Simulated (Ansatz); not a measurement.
The calculation used DFT PBE, scalar-relativistic, plane waves, PAW (Ansatz 0.2.0). Settings: cutoff 420 eV, Γ-centred meshes spaced at most about 0.3 Å⁻¹, and about 0.25 Å⁻¹ or finer for metals (2π included), Gaussian smearing. Collinear spin in cells that started with moments and kept them past the coarse steps, no spin elsewhere.

Temperature and zero-point effects are left out.

Two forms of AlIn₂N₃ were relaxed alike.

A. (site moments N 0.6 (×3) μB) Space group P6/mmm (No. 191), hexagonal, a = 5.908 Å, c = 3.041 Å. Al is surrounded by 2 Al at 3.04 Å, 12 N at 3.32 Å and 6 In at 3.41 Å; In has 6 N at 2.28 Å, 2 In at 3.04 Å, 3 Al at 3.41 Å and 3 In at 3.41 Å; around N lie 4 In at 2.28 Å, 6 N at 2.95–3.04 Å and 4 Al at 3.32 Å.

B. (no spin) Space group P4/mmm (No. 123), tetragonal, a = 4.597 Å, c = 4.128 Å. Al is surrounded by 2 N at 2.06 Å and 4 N at 2.30 Å; around In lie 2 N at 2.06 Å and 2 N at 2.30 Å; N on a site of symmetry mmm is surrounded by 2 In at 2.06 Å and 2 Al at 2.30 Å; N on a site of symmetry 4/mmm is surrounded by 2 Al at 2.06 Å and 4 In at 2.30 Å.

Question: Which is lower in energy, and by how much?

Answer: B is lower, by 0.71 eV/atom. A has space group P6/mmm (No. 191), 15.3 Å³/atom and no gap on its mesh; B has space group P4/mmm (No. 123), 14.5 Å³/atom and no gap. Counting N atoms around Al and In (those within 1.25 times the shortest such distance or 1.15 times the sum of covalent radii, 1.27 where that leaves under three; a plus sign parts nearer from farther groups; the shortest distance is added where it exceeds 1.18 times the sum of covalent radii), A has Al 12 from 3.3 Å, In 6 and B has Al 2+4, In 2+2. Their magnetic states differ too. The denser one is the lower, and pressure would at first widen the difference. Even the lower one lies +0.48 eV/atom against the reference forms of the elements (uncorrected), so neither is stable at this level. Both come from invented guesses.

The magnetic state reached may not be the lowest. Cells relaxed within their symmetry can be saddle points. Some candidate types were left out of the draw beforehand, so a known form may be missing.
